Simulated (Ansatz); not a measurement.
Input and command of a plane-wave DFT calculation in Ansatz:

```yaml
crystal:
  lattice:
    - [2.8434192173, 2.839544087, 5.6246010948]
    - [-2.8442053959, -2.8470593631, 5.6287518222]
    - [8.4918492638, -5.6490911578, 2.8165062333]
  atoms:
    - { symbol: Al, position: [0.0985015718, 0.5003113917, 0.8013670839] }
    - { symbol: Al, position: [0.4021273124, 0.0015415161, 0.1973327685] }
    - { symbol: P, position: [0.5696166497, 0.8926895901, 0.6028275081] }
    - { symbol: P, position: [0.4555039003, 0.3689160685, 0.8147144446] }
    - { symbol: P, position: [0.9743109344, 0.8705606431, 0.7993326807] }
    - { symbol: P, position: [0.3735658889, 0.8726399785, 0.0014333947] }
    - { symbol: P, position: [0.7694570851, 0.8999561984, 0.1990404995] }
    - { symbol: P, position: [0.6822051026, 0.3631721513, 0.4036701995] }
    - { symbol: P, position: [0.1715900209, 0.8967305903, 0.4001172606] }
    - { symbol: P, position: [0.081269634, 0.3664123181, 0.6118079283] }
    - { symbol: P, position: [0.8721276049, 0.3675437858, 0.9815293017] }
    - { symbol: P, position: [0.2994679154, 0.3634854752, 0.1884194604] }
    - { symbol: Ga, position: [0.1989140573, 0.00220907, 0.603497165] }
    - { symbol: Ga, position: [0.5962583684, 0.0006737286, 0.8046835539] }
    - { symbol: Ga, position: [0.0007663874, 0.0003725291, 0.9952821462] }
    - { symbol: Ga, position: [0.8000194462, 0.0034536605, 0.4016548532] }
    - { symbol: Ga, position: [0.5003516248, 0.5008974711, 0.9968134582] }
    - { symbol: In, position: [0.298316929, 0.503855416, 0.4002605561] }
    - { symbol: In, position: [0.6938080759, 0.5018026902, 0.6111645048] }
    - { symbol: Tl, position: [0.9041677516, 0.5025110774, 0.1898518355] }
  symmetry: { detect: false }
basis:
  ecutwfc: 420
kpoints:
  mp_grid: { grid: [3, 3, 2] }
hamiltonian:
  xc: pbe
scf:
  occupations: { method: gaussian, width: 0.1 }
  lower_state_search: "off"
output:
  forces: true
  stress: true
  eigenvalues: true
relax:
  adjacent_minimum: "off"
  f_tol: 0.04
  max_steps: 25
  cell: { stress_tol: 0.3 }
```

```bash
ansatz run input.yaml --threads 4 --pin off --max-ram 9216MiB --backend cpu --events-out ev --progress --plain --runs-dir out
```

Processor: AMD EPYC 9R45 96-Core Processor (Zen 5), 4 threads, on a host shared with other jobs.

Question: How long does it run, and how much memory does it take?

Answer: About 26 s on 4 threads of AMD EPYC 9R45 96-Core Processor (Zen 5), on a shared host, peak memory 1.5 GiB. It solves 100 bands at 10 k points (the mesh reduced by symmetry) with about 8833 plane waves (on the last cell), in 22 SCF iterations over 4 ionic steps.
